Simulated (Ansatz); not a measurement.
**Os (sc type) under strong compression**

```yaml
crystal:
  lattice:
    - [2.53133, 0.00000, 0.00000]
    - [0.00000, 2.53133, 0.00000]
    - [0.00000, 0.00000, 2.53133]
  atoms:
    - { symbol: Os, position: [0.00000, 0.00000, 0.00000] }
```

The cell comes from a relaxation on PAW files under the same functional, begun from a prototype that needn't be the stable phase.

Its volume is scaled at fixed shape and fractional positions.

Computed with Ansatz 0.2.0; functional PBEsol, scalar-relativistic. Settings: a Γ-centred 15×15×15 k mesh, Fermi–Dirac smearing of 0.1 eV, no spin polarisation. Methods: LAPW: all electrons, basis error target 1 meV/atom; PAW: frozen-core files, cutoff 420 eV; crystal datasets: all electrons, by PAW datasets that the program makes for each cell; norm-conserving: pseudopotentials, cutoff 1007 eV; PAW (cutoff 1000 eV): frozen-core files, cutoff 1000 eV.

Energies are extrapolated to zero smearing and count from the unscaled cell; pressure is positive in compression; gaps take the mesh and a band path. No temperature or zero-point motion is included.

Spin–orbit coupling is left out, which matters for the heavy atoms. The PAW files were made under PBE. The structure type is held throughout; the real material can change phase at far lower pressure.

| V/V0 | V (Å³/atom) | P LAPW (GPa) | ΔE LAPW (eV/atom) | P PAW − LAPW (GPa) | ΔE PAW − LAPW (meV/atom) |
| --- | --- | --- | --- | --- | --- |
| 1.00 | 16.22 | -0.03 | 0.000 | 0.01 | 0.0 |
| 0.90 | 14.60 | 39.8 | 0.180 | 0.08 | 0.4 |
| 0.80 | 12.98 | ? | ? | ? | ? |
| 0.70 | 11.35 | 235.9 | 2.583 | 0.69 | 6.8 |
| 0.60 | 9.73 | 472.1 | 6.037 | 1.38 | 17.0 |
| 0.50 | 8.11 | 950.5 | 12.933 | 2.94 | 37.6 |
| 0.40 | 6.49 | 2044 | 27.271 | 7.92 | 89.4 |

(1) Fit the Vinet equation to the LAPW pressures shown (residuals weighted by 1/(|P| + 0.03·Pmax)), and predict the pressure of the withheld row.

(2) At the smallest volume, how far do crystal datasets and norm-conserving and PAW (cutoff 1000 eV) lie from LAPW in pressure?

(3) How do the Löwdin populations by LAPW change from the unscaled cell to the last row?

Answers

(1) The fit gives V0 = 16.25 Å³/atom, B0 = 275 GPa and B0′ = 5.09. At 12.98 Å³/atom, x = (V/V0)^(1/3) = 0.9278, and P = 3·B0·(1 − x)/x²·exp[1.5·(B0′ − 1)·(1 − x)] = 107.6 GPa. The run itself gave 109.8 GPa (-2.0 % off) and ΔE = 0.900 eV/atom.

(2) crystal datasets: 0.00 GPa; norm-conserving: -5.15 GPa; PAW (cutoff 1000 eV): +7.51 GPa, on a LAPW pressure of 2044 GPa.

(3) Os 5s 1.97 → 1.85, Os 6s 0.98 → 0.68, Os 5p 5.99 → 5.89, Os 5d 6.94 → 7.45 electrons an atom. These are projections on the shells that the free atoms fill; 0.12 e a cell lies outside them at the start and 0.14 e at the end.
